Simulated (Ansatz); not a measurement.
The following input was run with Ansatz 0.2.0.

```yaml
crystal:
  lattice:
    - [-1.9720187368, 1.9323901261, 1.9720187368]
    - [1.9323901261, -1.9720187368, 1.9720187368]
    - [2.0116473474, 2.0116473474, -2.0116473474]
  atoms:
    - { symbol: Bi, position: [0.0, 0.0, 0.0] }
basis:
  ecutwfc: 420
kpoints:
  mp_grid: { grid: [15, 15, 15] }
hamiltonian:
  xc: pbesol
scf:
  occupations: { method: gaussian, width: 0.1 }
output:
  forces: true
  stress: true
  eigenvalues: true
```

Command:
```bash
ansatz run input.yaml --threads 1 --pin off --max-ram 1331MiB --backend cpu --events-out ev --progress --plain --runs-dir out
```

Theory: DFT PBEsol, scalar-relativistic, plane waves, PAW (Ansatz).

Abridged output (iterations and final results):

```
SCF iter   1: F=—  HF=-12241.913275 eV  |F-HF|=—  |Δ(HF+E_count)|=         —  Δρ=9.30e-4  dr2=1.99e-4  ethr=1.77e-3  ⟨swp⟩=5.2  Hψ=23559  notcnv=0
SCF iter   2: F=—  HF=-12241.912661 eV  |F-HF|=—  |Δ(HF+E_count)|=   6.14e-4  Δρ=7.25e-4  dr2=1.30e-4  ethr=1.33e-6  ⟨swp⟩=2.5  Hψ=9689  notcnv=0
SCF iter   3: F=—  HF=-12241.912654 eV  |F-HF|=—  |Δ(HF+E_count)|=   6.88e-6  Δρ=4.20e-4  dr2=3.04e-5  ethr=8.66e-7  ⟨swp⟩=2.0  Hψ=6571  notcnv=0
SCF iter   4: F=—  HF=-12241.912634 eV  |F-HF|=—  |Δ(HF+E_count)|=   2.03e-5  Δρ=1.99e-4  dr2=6.34e-6  ethr=2.03e-7  ⟨swp⟩=3.0  Hψ=6881  notcnv=0
SCF iter   5: F=—  HF=-12241.912630 eV  |F-HF|=—  |Δ(HF+E_count)|=   4.26e-6  Δρ=2.33e-5  dr2=1.19e-7  ethr=4.23e-8  ⟨swp⟩=2.0  Hψ=6422  notcnv=0
SCF iter   6: F=-12241.912630 eV  HF=-12241.912630 eV  |F-HF|=1.53e-8  |Δ(HF+E_count)|=   2.74e-8  Δρ=8.44e-6  dr2=1.76e-8  ethr=6.67e-10  ⟨swp⟩=6.9  Hψ=18976  notcnv=0
SCF 1 converged in 6 iterations: F = -12241.912630 eV  dr2 = 1.76e-8
SCF converged after 6 iterations
Free energy (F): -12241.912630 eV
Harris-Foulkes:  -12241.912630 eV  (|F-HF|=1.53e-8)
Internal energy: -12241.909476 eV  (E = F + TS)
E sigma→0 (E₀):  -12241.911053 eV
Entropy (-TS):   -0.003154 eV (-3.154 meV/atom)
Fermi energy:    11.846472 eV
--- Per-component energies (eV) ---
  E_band       = -80.624799
  E_kinetic    = 302.412561
  E_local      = -1390.062460  (includes V_loc(G=0)·N_el)
  E_nonlocal   = 561.953162
  E_hartree    = 438.306617
  E_xc         = -150.407593
  E_vxc        = -144.304184  (∫ρ·V_xc dr)
  E_paw        = -10509.461492  (= ΣΔE_a)
  E_vpaw       = -287.241790  (= ΣTr[D̂ρ^β])
  E_aug_tail   = -0.000464  (compensation charges beyond the density's cutoff)
  E_ewald      = -1494.739558
  E_core_change = 0.089752  (= ΣΔE_core)
  E_smearing   = -0.003154  (= −TS)
--- Forces (eV/Å), atoms counted from 1 ---
  atom   1  Bi     0.00000000     0.00000000     0.00000000
--- Stress (GPa, compression-positive) ---
       -1.267750      -0.407875       0.407875
       -0.407875      -1.267750       0.407875
        0.407875       0.407875      -1.267750
  P = ⅓ Tr σ = -1.2678 GPa (-12.678 kbar)
--- Band table (eV; the first three rows and the last of 344) ---
  k-point 0: bands = ["-11.1723", "-11.1723", "-11.1390", "-11.0225", "-11.0225", "-1.8107", "16.7397", "17.1726", "17.1726", "21.0631", "22.2024", "22.2024"]
  k-point 1: bands = ["-11.1739", "-11.1668", "-11.1328", "-11.0243", "-11.0228", "-1.7302", "15.9473", "16.8085", "17.0847", "21.3274", "21.8319", "21.8852"]
  k-point 2: bands = ["-11.1787", "-11.1547", "-11.1126", "-11.0291", "-11.0234", "-1.4904", "14.2031", "16.1796", "16.8378", "20.3531", "21.2125", "22.1991"]
  k-point 343: bands = ["-11.1654", "-11.1654", "-10.9893", "-10.9510", "-10.9510", "3.3300", "9.6921", "9.6921", "10.6392", "15.7291", "15.7291", "26.0764"]
```

Self-consistency was reached.

Spin–orbit coupling is left out, which can shift energies with elements as heavy as these.